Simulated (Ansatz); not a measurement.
ZrPt₃:
```cif
data_Pt12Zr4
_chemical_formula_sum 'Zr4 Pt12'
_space_group_name_H-M_alt 'P63/mmc'
_space_group_IT_number 194
_space_group_name_Hall '-P 6c 2c'
_cell_length_a 5.68809
_cell_length_b 5.68809
_cell_length_c 9.29685
_cell_angle_alpha 90.000
_cell_angle_beta 90.000
_cell_angle_gamma 120.000
loop_
_atom_site_label
_atom_site_type_symbol
_atom_site_symmetry_multiplicity
_atom_site_Wyckoff_symbol
_atom_site_fract_x
_atom_site_fract_y
_atom_site_fract_z
_atom_site_occupancy
Zr1 Zr 2 a 0.00000 0.00000 0.00000 1
Zr2 Zr 2 c 0.33333 0.66667 0.25000 1
Pt1 Pt 6 g 0.50000 0.50000 0.50000 1
Pt2 Pt 6 h 0.34036 0.17018 0.25000 1
```

Relaxed with r²SCAN.

Problem. Tabulate the valence density and the electron localisation function along the shortest Zr–Pt contact (2.84 Å), DFT-r²SCAN in the program Ansatz with PAW potentials.

Solution. 

| distance from Zr (Å) | density (e/Å³) | ELF |
|---|---|---|
| 0.28 | 3.88 | 0.39 |
| 0.43 | 4.08 | 0.71 |
| 0.57 | 3.34 | 0.81 |
| 0.71 | 2.15 | 0.79 |
| 0.85 | 1.15 | 0.62 |
| 1.00 | 0.58 | 0.31 |
| 1.14 | 0.34 | 0.14 |
| 1.28 | 0.27 | 0.14 |
| 1.42 | 0.29 | 0.24 |
| 1.56 | 0.37 | 0.33 |
| 1.71 | 0.54 | 0.35 |
| 1.85 | 0.89 | 0.39 |
| 1.99 | 1.74 | 0.47 |
| 2.13 | 3.43 | 0.57 |
| 2.28 | 5.82 | 0.64 |
| 2.42 | 8.33 | 0.67 |
| 2.56 | 10.34 | 0.67 |

The density is the valence pseudo-density with augmentation charge, so density and ELF within about 1 Å of a nucleus are not all-electron values.

Space group P6_3/mmc. The first step of the workflow began from a Materials Project structure, measured or hypothetical; the Crystallography Open Database copy checked does not list it. COD files the formula under space group No. 221. Whether it is the stable phase at ambient conditions was not checked. The r²SCAN relaxation kept the symmetry of its start; its stability against distortions is not shown here. No spin polarisation was allowed. Scalar-relativistic: spin–orbit coupling is off unless named, which matters more the heavier the elements.

Potentials: the later of the program's two PAW sets.
